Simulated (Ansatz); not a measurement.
ZnCdTe2:
```cif
data_Cd3Te6Zn3
_chemical_formula_sum 'Zn3 Cd3 Te6'
_space_group_name_H-M_alt 'R3m :H'
_space_group_IT_number 160
_space_group_name_Hall 'R 3 -2"'
_cell_length_a 4.43019
_cell_length_b 4.43019
_cell_length_c 21.85396
_cell_angle_alpha 90.000
_cell_angle_beta 90.000
_cell_angle_gamma 120.000
loop_
_atom_site_label
_atom_site_type_symbol
_atom_site_symmetry_multiplicity
_atom_site_Wyckoff_symbol
_atom_site_fract_x
_atom_site_fract_y
_atom_site_fract_z
_atom_site_occupancy
Zn1 Zn 3 a 0.00000 0.00000 0.49934 1
Cd1 Cd 3 a 0.00000 0.00000 0.00161 1
Te1 Te 3 a 0.00000 0.00000 0.12959 1
Te2 Te 3 a 0.00000 0.00000 0.61948 1
```
(The calculation used a cell of 4 atoms; values per cell refer to that cell.)

Relaxed with PBEsol. 

### Question
HSE06 on this cell (Ansatz, an electronic-structure program, PAW) gives a gap of 1.73 eV. What does PBEsol give?

### Answer
0.71 eV.

Cost on shared cores: the PBEsol run (SCF on a 7×7×7 mesh, then bands and DOS) around 2.4 core-minutes (rough), the HSE06 run (SCF on 6×6×6, then a few points) about 27 core-minutes (a rough figure); the tasks are unlike.

The first step of the workflow began from a Materials Project structure, measured or hypothetical; the Crystallography Open Database copy checked does not list it. Whether it is the stable phase at ambient conditions was not checked. Symmetry was held in the PBEsol relaxation; its stability against distortions is not shown here. Scalar-relativistic: spin–orbit coupling is off unless named, which matters more the heavier the elements.

Potentials: the later of the program's two PAW sets.

Ansatz is a plane-wave DFT program.
